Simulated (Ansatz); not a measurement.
O (fcc (Cu type), Fm-3m) at seven volumes, DFT-PBE+D3(BJ) in the program Ansatz with PAW potentials, scaled uniformly. One row is withheld.

| V (Å³/atom) | P (GPa) |
|---|---|
| 10.048 | 7.22 |
| 10.380 | 4.39 |
| 10.711 | 2.01 |
| 11.042 | 0.03 |
| 11.373 | -1.63 |
| 11.705 | -3.01 |
| 12.036 | ? |

Question: Fit the shown pressures and predict the withheld one.

Answer: P = (3/2)B₀(x^(7/2) − x^(5/2))[1 + (3/4)(B′ − 4)(x − 1)] with x = (V₀/V)^(2/3). Least squares on the six rows gives V₀ = 11.048 Å³/atom, B₀ = 60.2 GPa, B′ = 4.95. At V = 12.036, x = 0.9445 and P = -4.17 GPa. The run itself gave -4.16 GPa.

A made-up cell: these elements were put on the sites of a structure type; neither database checked (COD, Materials Project) lists it. It is not the usual solid phase (space group No. 12). The PBE+D3(BJ) relaxation kept the symmetry of its start; its stability against distortions is not shown here. Magnetic state: ferromagnetic, chosen from 3 collinear starts compared on coarse meshes (ties went to the first, and starts can fall back to one state), not a proven ground state. The substance is a gas or liquid at ambient conditions. No Hubbard U is applied.

Potentials: the later of the program's two PAW sets.
